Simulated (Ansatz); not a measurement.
SnTe (rock salt, Fm-3m) at seven volumes, plane-wave PAW PBE (Ansatz code), scaled uniformly. One row is withheld.

```csv
V (Å³/atom),P (GPa)
29.952,4.72
30.940,2.86
31.927,?
32.915,0.06
33.902,-1.07
34.890,-2.04
35.877,-2.86
```

Fit the shown pressures and predict the withheld one.

Third-order Birch–Murnaghan: P = (3/2)B₀(x^(7/2) − x^(5/2))[1 + (3/4)(B′ − 4)(x − 1)] with x = (V₀/V)^(2/3). Least squares on the six rows gives V₀ = 32.949 Å³/atom, B₀ = 40.20 GPa, B′ = 4.27. At V = 31.927, x = 1.0212 and P = 1.35 GPa. The run itself gave 1.29 GPa.

The cell was relaxed with PBE under the symmetry of its start. Scalar-relativistic: spin–orbit coupling is off unless named, which matters more the heavier the elements.

Potentials: the earlier of the program's two PAW sets.
